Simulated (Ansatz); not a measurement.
Consider the following.

GaN:
```cif
data_GaN
_chemical_formula_sum 'Ga1 N1'
_space_group_name_H-M_alt 'P 1'
_space_group_IT_number 1
_cell_length_a 3.18046
_cell_length_b 3.18046
_cell_length_c 3.18046
_cell_angle_alpha 60.000
_cell_angle_beta 60.000
_cell_angle_gamma 60.000
loop_
_space_group_symop_operation_xyz
  'x, y, z'
loop_
_atom_site_label
_atom_site_type_symbol
_atom_site_fract_x
_atom_site_fract_y
_atom_site_fract_z
_atom_site_occupancy
Ga1 Ga 0.00000 0.00000 0.00000 1
N1 N 0.25000 0.25000 0.25000 1
```

This is the r²SCAN-relaxed structure.

Question: All from plane-wave PAW r²SCAN (Ansatz code), unless another level is named. Give the gap with spin–orbit coupling.

Answer: 2.17 eV.

Question: What about the electron effective mass?

Answer: 0.17 mₑ (isotropic).

Question: And the hole effective mass, band 2 of 3 at the edge?

Answer: 0.86 along [100], 0.86 along [110], 1.9 along [111] (mₑ).

Question: Next, the valence-band maximum?

Answer: at Γ.

Space group F-43m (zinc blende). Symmetry was held in the r²SCAN relaxation. Spin–orbit coupling is left out wherever it is not named.

Potentials: the later of the program's two PAW sets.
